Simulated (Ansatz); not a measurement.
PtSb$_{2}$ (space group Pa-3)

```
CELL_PARAMETERS angstrom
      6.55329     0.00000     0.00000
      0.00000     6.55329     0.00000
      0.00000     0.00000     6.55329
ATOMIC_POSITIONS crystal
  Sb 0.37490 0.12510 0.87490
  Sb 0.62510 0.87490 0.12510
  Sb 0.12510 0.87490 0.37490
  Sb 0.87490 0.12510 0.62510
  Sb 0.87490 0.37490 0.12510
  Sb 0.12510 0.62510 0.87490
  Sb 0.62510 0.62510 0.62510
  Sb 0.37490 0.37490 0.37490
  Pt 0.00000 0.50000 0.50000
  Pt 0.50000 0.50000 0.00000
  Pt 0.50000 0.00000 0.50000
  Pt 0.00000 0.00000 0.00000
```

The atoms are displaced by Q × the pattern below (from a DFPT mode at Γ, largest move 1; Q in Å), at fixed cell. It is one choice among 2 degenerate patterns.

```tsv
atom	x	y	z
Sb1	0.285	-0.520	-0.805
Sb2	-0.285	0.520	0.805
Sb3	-0.285	0.520	-0.805
Sb4	0.285	-0.520	0.805
Sb5	0.285	0.520	0.805
Sb6	-0.285	-0.520	-0.805
Sb7	-0.285	-0.520	0.805
Sb8	0.285	0.520	-0.805
```

Atoms not listed stay in place.

Calculation: PBE (plane waves to 420 eV, PAW, scalar-relativistic; Ansatz, a program for electronic structure). k mesh 6×6×6 (Γ-centred), Fermi-Dirac smearing 0.05 eV. Compression counts positive. With partly filled bands, energies and forces of such displacements shift with the k mesh and the smearing. At this level the bands of PtSb2 touch or barely overlap; measurements give the solid a gap. PtSb2 is run without spin polarisation. PtSb2 was relaxed with its symmetry unable to fall. Spin-orbit coupling is left out, though Pt and Sb are heavy. 

```tsv
Q (Å)	−dE/dQ from forces (eV/Å)	P (GPa)
-0.100	5.065	0.6
-0.083	4.327	0.4
-0.067	3.549	0.3
-0.050	2.724	0.1
-0.033	1.853	0.1
-0.017	0.945	0.0
0.000	0.000	0.0
0.017	(withheld)	0.0
0.033	-2.041	0.1
0.050	-3.150	0.2
0.067	-4.314	0.3
0.083	-5.532	0.5
0.100	-6.803	0.7
```

Question: Some entries are withheld; supply them.

Answer: 
- 0.017, −dE/dQ from forces (eV/Å): -0.992

(For displaced atoms, the force is minus the slope of the energy, and its curvature is a force constant, which sets phonon frequencies.)
